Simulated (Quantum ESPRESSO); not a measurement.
```
CELL_PARAMETERS angstrom
      4.04317     0.00000     0.00000
      0.00000     4.04317     0.00000
      0.00000     0.00000     4.04317
ATOMIC_POSITIONS crystal
  Br 0.50000 0.50000 0.50000
  Rb 0.00000 0.00000 0.00000
```

The PBEsol cell relaxed from Materials Project entry mp-23303 was given an isotropic strain of -0.7 % on all lattice vectors, and the atoms were relaxed again.

Q: What does norm-conserving PBEsol (Quantum ESPRESSO, 46 Ry, no spin-orbit coupling) give for the electronic structure near the Fermi level?

A: The PBEsol gap is indirect, 4.11 eV, from M to Γ; the smallest direct gap is 4.27 eV. Spin-orbit splittings are left out.

This is not the ordinary phase of the substance; no match was found in the copy of COD used, and its stability was not checked.
